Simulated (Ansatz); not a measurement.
Input:

AlAs:
```xyz
4
Lattice="3.9709 0.0000 0.0000 -1.9854 3.4389 0.0000 0.0000 0.0000 6.5293" Properties=species:S:1:pos:R:3 pbc="T T T"
Al     0.0000     2.2926     0.0052
Al     1.9854     1.1463     3.2699
As     0.0000     2.2926     2.4498
As     1.9854     1.1463     5.7145
```

This is the LDA-relaxed structure. Tensor components refer to the Cartesian frame of this cell.

All from LDA in the plane-wave PAW code Ansatz, unless another level is named. Give the electron effective mass.

0.19, 0.22, 3.4 mₑ (principal values).

What about the hole effective mass, band 2 of 2 at the edge?

0.11 along x, 1.1 along z (mₑ).

What about the band gap?

1.61 eV (indirect).

Space group P6_3mc (wurtzite). The workflow started from a Materials Project entry (that database holds measured and hypothetical structures alike); the Crystallography Open Database copy checked does not list it. It is not the phase usual at ambient conditions (space group No. 216). The LDA relaxation kept the symmetry of its start; of distortions, only those at the zone centre were tested. Scalar-relativistic: spin–orbit coupling is off unless named, which matters more the heavier the elements.

Potentials: the later of the program's two PAW sets.
